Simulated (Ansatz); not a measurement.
The relaxed structure here is a generated cell of NbAs: the first start was made by placing the elements on the sites of a structure type, and the end was not matched to a known phase here, so it may be hypothetical.

A relaxed cell of NbAs (P4₂/mmc (No. 131)), relaxed on a k-mesh at least as fine as the one used below. Computed with PBEsol (plane waves to 420 eV, PAW, scalar-relativistic; Ansatz, an electronic-structure program). Γ-centred k-mesh 5×9×5 on the run's cell (coarser than for final values), Fermi–Dirac smearing 0.05 eV.

```
CELL_PARAMETERS angstrom
      7.20007     0.00000     0.00000
      0.00000     3.60004     0.00000
      0.00000     0.00000     6.80026
ATOMIC_POSITIONS crystal
  As 0.00000 0.50000 0.00000
  As 0.50000 0.50000 0.00000
  As 0.25000 0.00000 0.50000
  As 0.75000 0.00000 0.50000
  Nb 0.00000 0.00000 0.25000
  Nb 0.50000 0.00000 0.25000
  Nb 0.00000 0.00000 0.75000
  Nb 0.50000 0.00000 0.75000
```

The atoms are displaced along an unstable phonon of this cell by (Å):

```csv
atom,ux,uy,uz
As1,0.000,0.000,0.000
As2,0.000,0.000,0.000
As3,0.000,0.000,0.150
As4,0.000,0.000,-0.150
Nb5,0.139,0.000,0.000
Nb6,-0.139,0.000,0.000
Nb7,-0.139,0.000,0.000
Nb8,0.139,0.000,0.000
```

Question: What forces (eV/Å) and pressure result?

Answer: 
```json
[
 {"atom": "As1", "Fx": "0.00", "Fy": "0.00", "Fz": "0.00"},
 {"atom": "As2", "Fx": "0.00", "Fy": "0.00", "Fz": "0.00"},
 {"atom": "As3", "Fx": "0.00", "Fy": "0.00", "Fz": "0.18"},
 {"atom": "As4", "Fx": "0.00", "Fy": "0.00", "Fz": "-0.18"},
 {"atom": "Nb5", "Fx": "0.19", "Fy": "0.00", "Fz": "0.04"},
 {"atom": "Nb6", "Fx": "-0.19", "Fy": "0.00", "Fz": "0.04"},
 {"atom": "Nb7", "Fx": "-0.19", "Fy": "0.00", "Fz": "-0.04"},
 {"atom": "Nb8", "Fx": "0.19", "Fy": "0.00", "Fz": "-0.04"}
]
```

Pressure -0.4 GPa.

The undisplaced cell is probably no minimum: from this displacement the run went on to Pmma (No. 51), 0.06 eV/atom below it.

No spin polarisation in the result.
